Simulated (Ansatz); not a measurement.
Input and output of a single-point calculation on In₄BiSb₃ as one 8-atom ordering (I-42m) on the zincblende lattice (Ansatz, HSE06). Cell and atoms come from a relaxation with r2SCAN.

```yaml
crystal:
  lattice:
    - [-3.3026911407, 3.3026911407, 6.607253889]
    - [3.3026911407, -3.3026911407, 6.607253889]
    - [3.3026911407, 3.3026911407, -6.607253889]
  atoms:
    - { symbol: Sb, position: [0.25, 0.75, 0.5] }
    - { symbol: In, position: [0.8722707606, 0.3810023274, 0.0] }
    - { symbol: Sb, position: [0.5, 0.5, 0.0] }
    - { symbol: In, position: [0.1277292394, 0.1277292394, 0.5087315668] }
    - { symbol: Sb, position: [0.75, 0.25, 0.5] }
    - { symbol: In, position: [0.3810023274, 0.8722707606, 0.0] }
    - { symbol: Bi, position: [0.0, 0.0, 0.0] }
    - { symbol: In, position: [0.6189976726, 0.6189976726, 0.4912684332] }
kpoints:
  mp_grid: { grid: [4, 4, 4] }
  band_path:
    path:
      - [0.0, 0.0, 0.0]
      - [0.0, 0.0, 0.5]
      - [0.25, 0.25, 0.25]
      - [0.0, 0.5, 0.0]
      - [0.5, 0.5, -0.5]
      - [0.3124645968, 0.6875354032, -0.3124645968]
      - [-0.3124645968, 0.3124645968, 0.3124645968]
      - [-0.1249291936, 0.1249291936, 0.5]
      - [0.5, 0.5, -0.1249291936]
    npoints: 1
hamiltonian:
  xc: hse06
scf:
  occupations: { method: fermi_dirac, width: 0.02 }
  n_extra_bands: 6
output:
  forces: true
  stress: true
  eigenvalues: true
```

The output follows, shortened, with numbered blanks.
```
scf.n_extra_bands = 6 over 56 filled bands (N_el = 112.0): the run solves 62 bands
Pseudopotential: Sb, paw, valence charge 15, recommended cutoff 420 eV (normal)
Pseudopotential: In, paw, valence charge 13, recommended cutoff 420 eV (normal)
Pseudopotential: Bi, paw, valence charge 15, recommended cutoff 420 eV (normal)
Functional definition: HSE06
Crystal: 8 atoms, lattice volume = 288.282 Å³
Basis set: ecut = 420 eV, 5647 PW (Γ)
Symmetry: 8 space group operations
Space group: I-42m (ITA 121)
k-points: 13 of 64 (time reversal used)
Exchange kernel: α = 0.2500, screened, ω = 0.2079 Å⁻¹, Wigner–Seitz truncation, v(0) = 1046.9096 eV·Å³, q-mesh 4×4×4
hybrid outer 1: dexx = +3.440e-2 eV, tail = 1.24e-4 eV
hybrid outer 2: dexx = +1.963e-6 eV, tail = 2.37e-8 eV, Δε = 2.01e-3 eV, ΔF = 1.12e-3 eV/Å
NSCF: frozen V_eff on 9 k-points
hybrid SCF converged: 2 outer / 14 inner (+10 warm-up)
Free energy (F): -54274.829450 eV
Internal energy: -54274.828259 eV  (E = F + TS)
E sigma→0 (E₀):  -54274.828854 eV
Entropy (-TS):   -0.001191 eV (-0.149 meV/atom)
[1]
--- Per-component energies (eV) ---
  E_band       = -1234.249887
  E_kinetic    = 1893.592002
  E_local      = -12940.080428
  E_nonlocal   = 3115.467106
  E_hartree    = 5369.530215
  E_xc         = -1135.627717
  E_vxc        = -661.643310
  E_exx        = -285.852174
  E_paw        = -41056.864383
  E_vpaw       = -2808.940447
  E_ewald      = -9237.264844
  E_core_change = 2.272298
  E_smearing   = -0.001191
--- Forces (eV/Å), atoms counted from 1 ---
[2]
--- Stress (GPa, compression-positive) ---
       -0.134258       0.000000       0.000000
        0.000000      -0.134258       0.000000
        0.000000       0.000000      -0.136833
  P = ⅓ Tr σ = -0.1351 GPa (-1.351 kbar)
--- Band table (eV; the first three rows and the last of 13) ---
[3]
```

The rows of the band table are 0: (0, 0, 0) = Γ, 1: (0, 0, 1/4), 2: (0, 0, -1/2) = X, 12: (-1/2, -1/2, -1/2) = M.

**Question.** Give the withheld lines. They hold the Fermi energy and the band table, the forces.

**Answer.**
```
[1]
Fermi energy:    6.668233 eV
[2]
  atom   1  Sb      0.00000      0.00000      0.00000
  atom   2  In    -0.00557      0.00557    -0.00412
  atom   3  Sb      0.00000      0.00000      0.00000
  atom   4  In    -0.00557    -0.00557      0.00412
  atom   5  Sb      0.00000      0.00000      0.00000
  atom   6  In      0.00557    -0.00557    -0.00412
  atom   7  Bi      0.00000      0.00000      0.00000
  atom   8  In      0.00557      0.00557      0.00412
[3]
  k-point 0: bands = […, 3.9023, 4.3292, 4.3292, 6.4331, 6.6510, 6.6560, 6.6560, 8.4399, 8.4679, 10.1723, …]
  k-point 1: bands = […, 3.9943, 4.6558, 4.9798, 4.9864, 5.5411, 6.3964, 8.4133, 8.7177, 9.2971, 9.3586, …]
  k-point 2: bands = […, 5.4515, 5.4984, 5.5124, 5.6377, 5.7413, 5.7674, 7.3597, 7.5643, 9.0673, 9.1420, …]
  k-point 12: bands = […, 4.3026, 4.4016, 5.0885, 5.0885, 5.3222, 5.3222, 8.2719, 8.4740, 8.4740, 8.5829, …]
```
The trailing digits, and the zero of the energies, depend on the potentials and thresholds.

HSE06 gives a gap of zero: filled and empty bands touch at Γ. (A hybrid can keep a metallic filling that it started from; no other start was tried.) The mean stress, -0.1 GPa, is small, and the program warns that its thresholds are loose for a hybrid's stress.

**Question.** It ran on 1 × NVIDIA H100 80GB HBM3 with 2 threads of AMD EPYC 7R13 Processor (Zen 3), on a shared host, load about 8.8 per core. About how long did it take, and what peak of host memory did it reach?

**Answer.** About 3.2 min, with a peak of 6 GiB.

All values are calculated for a non-magnetic cell, which may be hypothetical.

Spin-orbit coupling is left out, which matters wherever the heavy atoms make up the band edges.
